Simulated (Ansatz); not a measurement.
Cu Kα1 powder pattern (kinematic, no thermal factors).
2θ (°) (relative intensity): 22.87 (41), 32.27 (9), 39.92 (100), 40.17 (93), 46.73 (7), 52.44 (15), 57.93 (34), 63.28 (6), 72.33 (20), 72.84 (35), 73.00 (16), 82.08 (4), 86.12 (13), 86.77 (11)

The pattern is computed from a structure relaxed with DFT PBE, scalar-relativistic, plane waves, PAW (Ansatz). No spin polarisation. Its elements are Ti, W.

Question: Give the structure.

Answer: TiW2.
Space group P-3m1 (No. 164). a = 4.486 Å, b = 4.486 Å, c = 2.772 Å, α = 90.00°, β = 90.00°, γ = 120.00°
| atom | site | symmetry | x | y | z |
| --- | --- | --- | --- | --- | --- |
| Ti | 1a | -3m. | 0.0000 | 0.0000 | 0.0000 |
| W | 2d | 3m. | 0.3333 | 0.6667 | 0.3490 |

A pattern alone doesn't exclude other cells with like lines; this is the one computed.

The cell was found from a structure generator's guess, not taken from experiment.
